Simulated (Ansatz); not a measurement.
# BN: Quadrupolar parameters

The cell is a structure deposited in the COD whose atoms were relaxed with PBE, the cell held.

```
B N
1.0
     2.49824    0.00000    0.00000
    -1.24912    2.16354    0.00000
     0.00000    0.00000    6.63570
B N
2 2
Direct
  0.33333 0.66667 0.25000
  0.66667 0.33333 0.75000
  0.33333 0.66667 0.75000
  0.66667 0.33333 0.25000
```

Sites (sets of like atoms) are named by element and the number of their first atom in this list.

The numbers come from a DFT calculation in Ansatz (r2SCAN, plane waves and PAW, scalar-relativistic, 500 eV cutoff, Γ-centred 14×14×5 k-points, Fermi–Dirac smearing 0.02 eV).

Conventions: |V_zz| ≥ |V_yy| ≥ |V_xx|, η = (V_xx − V_yy)/V_zz, C_Q = eQV_zz/h. ν_Q = 3|C_Q|/[2I(2I − 1)].

B-10: I = 3, Q = 84.59 mb; ¹⁴N: I = 1, Q = 20.44 mb. Q values from Pyykkö, Mol. Phys. 116, 1328 (2018).

Question: Give the quadrupolar parameters of the distinct sites.

Answer: 

| site | atoms (order as listed) | first shell | C_Q (MHz) | η | ν_Q (MHz) |
| --- | --- | --- | --- | --- | --- |
| B | 1, 2 | 3 N at 1.44 Å | 6.05 | 0.00 | 0.605 |
| N | 3, 4 | 3 B at 1.44 Å | -0.156 | 0.00 | 0.234 |

An axis of threefold or higher order runs through B and N, so V_zz lies along it and η is zero.
